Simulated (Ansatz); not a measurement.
Relaxation of a generated cell, MoS2 placed in the AFLOW prototype A2B_cF24_227_d_a (C15, as in MgCu2); 6 atoms in the cell, which starts as Fd-3m, origin choice 1 (No. 227), cF24; a = 7.5312 Å, b = 7.5312 Å, c = 7.5312 Å, α = 90.00°, β = 90.00°, γ = 90.00°. All values below come from PBE (plane waves to 420 eV, PAW, scalar-relativistic; Ansatz, an electronic-structure program). Γ-centred k-mesh 5×5×5 on the run's cell (coarser than for final values), Fermi–Dirac smearing 0.05 eV. This is the first round of the run. 

The optimiser's lines from the output (shortened; P is positive under compression):

```
relax step   1: F+E_penalty+E_count = -13511.27522149 eV  Δ(F+E_penalty+E_count) = +0.000e0 eV  max|allowed force component| = 8.481e-18 eV/Å  Δτ_max = 0.0000 Å  P = -14.253 GPa  Ω = 106.789 Å³  (7 SCF iters, dr2 threshold 1.00e-7 eV, accepted)
relax step   2: F+E_penalty+E_count = -13512.19176323 eV  Δ(F+E_penalty+E_count) = -9.165e-1 eV  max|allowed force component| = 4.395e-17 eV/Å  Δτ_max = 0.0000 Å  P = -3.700 GPa  Ω = 91.920 Å³  (6 SCF iters, dr2 threshold 6.00e-7 eV, accepted)
relax step   3: F+E_penalty+E_count = -13512.22083223 eV  Δ(F+E_penalty+E_count) = -2.907e-2 eV  max|allowed force component| = 6.939e-17 eV/Å  Δτ_max = 0.0000 Å  P = +1.837 GPa  Ω = 87.649 Å³  (6 SCF iters, dr2 threshold 6.00e-7 eV, accepted)
relax step   4: F+E_penalty+E_count = -13512.22786657 eV  Δ(F+E_penalty+E_count) = -7.034e-3 eV  max|allowed force component| = 3.238e-17 eV/Å  Δτ_max = 0.0000 Å  P = -0.024 GPa  Ω = 88.956 Å³  (6 SCF iters, dr2 threshold 6.00e-7 eV, accepted)
relax step   5: F+E_penalty+E_count = -13512.22787122 eV  Δ(F+E_penalty+E_count) = -4.654e-6 eV  max|allowed force component| = 6.476e-17 eV/Å  Δτ_max = 0.0000 Å  P = -0.001 GPa  Ω = 88.939 Å³  (7 SCF iters, dr2 threshold 1.49e-9 eV, accepted)
relax step   6: F+E_penalty+E_count = -13512.22496886 eV  Δ(F+E_penalty+E_count) = +2.902e-3 eV  max|allowed force component| = 6.476e-17 eV/Å  Δτ_max = 0.0000 Å  P = -0.004 GPa  Ω = 88.939 Å³  stress off target by 3.98e-3 GPa  SCF on the basis re-selected at this cell (its energy is not comparable with the rows above)  (7 SCF iters)
```

From the first to the last row the energy changes by -0.16 eV/atom and the volume by -16.7 %. The last row is marked as not comparable with the walk above it, whose basis was carried along; it does compare with step 1, since both stand on a basis selected at the nominal cutoff for their own cell.

Later rounds, restarted from the end of this one on a renewed k-mesh, logged 6 more steps and released under 0.01 eV/atom more. The final structure after all rounds: Fd-3m, origin choice 1 (No. 227), cF24, cubic Laves (MgCu2 type); a = b = c = 7.084 Å, α = β = γ = 90.00°. Between re-selections the logged energies stand on a plane-wave basis carried along with the cell. No spin polarisation in the result. A magnetic state may lie lower.

The run could not lower the symmetry of its start; a shaken copy of this end point relaxes with PBE to P1 (No. 1), 1.76 eV/atom lower.

The relaxed structure here is a generated cell of MoS2: the first start was made by placing the elements on the sites of a structure type, and the end was not matched to a known phase here, so it may be hypothetical. Known forms of MoS2 include space group No. 160, 194.
